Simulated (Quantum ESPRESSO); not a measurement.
Al4Ru2NbPt, one composition in several site orders

A calculation, not a measurement. The program is pw.x of Quantum ESPRESSO 7.5 (plane-wave density functional theory). The cell is made up: eight metal atoms on a face-centred cubic lattice, with elements, volume, strain and displacements drawn at random and not relaxed, so it may be unstable or far from any real phase. PseudoDojo standard norm-conserving files set the functional (PBE unless stated); there is no spin polarisation or spin-orbit coupling, the Fermi-Dirac width of 0.25 eV means electrons at about 2900 K, and the masses in the input are unused placeholders. Heavy elements are run without spin-orbit coupling, which real alloys of them have. A spin test at this wide smearing found no moment, but such smearing suppresses magnetism that the real alloy may have.

The runs put one composition on the sites in different orders. Cell, positions, cutoff, mesh and smearing stay as in the input of run 1; sites are counted in its order. Stress in the tables is positive in tension.

Input of run 1:

```
&control calculation='scf', pseudo_dir='./dojo.nc.sr.pbe.v0_5.standard.upf', outdir='./o', disk_io='minimal', tprnfor=.true., tstress=.true. /
&system ibrav=0, nat=8, ntyp=4, nbnd=51, ecutwfc=84.00895049, nosym=.true., tot_charge=0,
 occupations='smearing', smearing='fd', degauss=0.0183746611
/
&electrons conv_thr=1.470e-08, electron_maxstep=70, mixing_beta=0.5 /
ATOMIC_SPECIES
Al 1.0 Al.upf
Nb 1.0 Nb.upf
Pt 1.0 Pt.upf
Ru 1.0 Ru.upf
CELL_PARAMETERS angstrom
-0.0051 1.9236 1.9745
-3.9216 0.006 0.0043
0.0033 -7.672 7.8755
ATOMIC_POSITIONS angstrom
Al -0.0261 -0.0978 -0.0073
Al 0.0178 -1.9914 1.9355
Ru 0.0342 -3.7987 3.9014
Nb 0.0439 -5.7069 5.921
Ru -1.8717 0.0763 1.9029
Pt -2.025 -1.8581 3.989
Al -1.9828 -3.849 5.948
Al -1.9679 -5.7673 7.893
K_POINTS automatic
8 6 2 1 1 1
```

```
run  elements on sites 1 to 8  free energy less that of run 1 (eV)  -TS (eV)  pressure (GPa)  stress xx (GPa)  stress yy (GPa)  stress zz (GPa)  stress yz (GPa)  stress xz (GPa)  stress xy (GPa)  iterations
  1   Al Al Ru Nb Ru Pt Al Al                                0.000    -1.333            4.66            -0.27            -7.09            -6.63            -2.27             0.93            -1.38          16
  2   Al Al Al Ru Al Ru Pt Nb                                0.336    -1.215            6.00            -1.75            -9.24            -7.02            -3.99             0.12            -0.93          16
  3   Ru Pt Al Nb Al Al Al Ru                                0.154    -1.162            5.72            -1.15            -9.07            -6.93            -3.62             0.14            -0.74          14
  4   Pt Al Al Al Nb Ru Al Ru                                0.111    -1.207            7.60            -7.82            -8.26            -6.71            -7.59             0.48            -1.41          16
  5   Ru Al Al Ru Al Al Pt Nb                                0.693    -1.111            7.95            -4.39           -11.54            -7.91            -3.78            -0.02            -0.67          15
  6   Al Ru Al Al Nb Al Ru Pt                               -0.568    -1.154            4.69             3.90           -10.09            -7.89            -3.04             0.64            -1.14          16
```

Forces Fx Fy Fz (eV/Å):

```
site             run 1             run 2              run 3             run 4             run 5             run 6
   1   0.46 -0.05 0.39   0.67 0.73 -0.14    0.58 1.09 -0.54   1.37 0.95 -0.08   0.55 -0.49 1.06   1.07 1.48 -0.67
   2  -0.12 0.34 -0.05  -0.03 -0.43 0.78   -0.06 -0.50 0.82   0.17 -0.40 0.82  -0.10 0.78 -0.29    0.10 0.02 0.54
   3  -0.65 -1.07 1.16  -0.33 -0.39 0.50   -0.47 -0.22 0.24  -0.37 0.39 -0.20  -0.47 -1.24 1.33  -0.46 -0.74 0.86
   4  -0.70 0.10 -0.36  -0.49 -0.72 0.30   -0.72 -0.93 0.52  -0.40 -1.34 1.03  -0.50 -0.90 0.38  -0.27 0.33 -0.52
   5  -0.39 -0.49 0.08  -0.71 -1.38 1.09  -0.63 -0.18 -0.19  -1.84 -1.28 0.28  -0.65 -0.57 0.26  -1.29 -2.60 1.73
   6   0.63 0.10 -0.48   0.38 0.72 -1.21    0.60 0.42 -0.69  0.49 -0.19 -0.01  0.70 -0.29 -0.29   0.60 0.09 -0.50
   7   0.55 1.64 -1.30   0.47 1.07 -0.71    0.57 0.63 -0.33   0.41 0.26 -0.17   0.49 1.64 -1.30   0.25 1.32 -1.26
   8   0.22 -0.55 0.56   0.03 0.39 -0.61    0.14 -0.30 0.17   0.17 1.60 -1.67  -0.01 1.06 -1.16   0.00 0.10 -0.18
```

The sites are displaced and not relaxed, so the energy differences mix bonding between neighbours with strain and are not ordering energies. A rerun of one cell of this series at a higher cutoff and on a denser mesh moved values by no more than 0.002 eV in energy, 0.05 GPa in stress and 0.008 eV/Å in force, and a second program with other atomic files agreed on that cell to 2 % rms in force and 0.5 GPa in pressure.